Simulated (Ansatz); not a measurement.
BRu (CsCl type, Pm-3m), the program Ansatz at the PBEsol level (PAW), all energies at zero smearing, with the estimated change up to a 700 eV cutoff added, with one set of potentials and settings (totals compare only within such a set). Cell of 2 atoms (1 Ru, 1 B): -5969.190 eV.

```
element                reference phase  E (eV/atom)
-------  -----------------------------  -----------
Ru       P6_3/mmc, 2 atoms in the cell   -5816.5470
B           R-3m, 12 atoms in the cell    -152.6704
```

Formation energy per atom, worked out: (-5969.190 − 1×(-5816.5470) − 1×(-152.6704))/2 = 0.014 eV/atom (1 kJ per mol of atoms), at 0 K, without zero-point energy or fitted corrections.

A made-up cell: these elements were put on the sites of a structure type; neither database checked (COD, Materials Project) lists it. Whether it is the stable phase at ambient conditions was not checked. The cell was relaxed with PBEsol under the symmetry of its start; its stability against distortions is not shown here. No spin polarisation was allowed. The references are the lowest solids computed at this level, not always the standard phases.

Potentials: the earlier of the program's two PAW sets. The files were generated under PBE; for other functionals the program regenerates the frozen cores, and for LDA and PBEsol the local potential too.
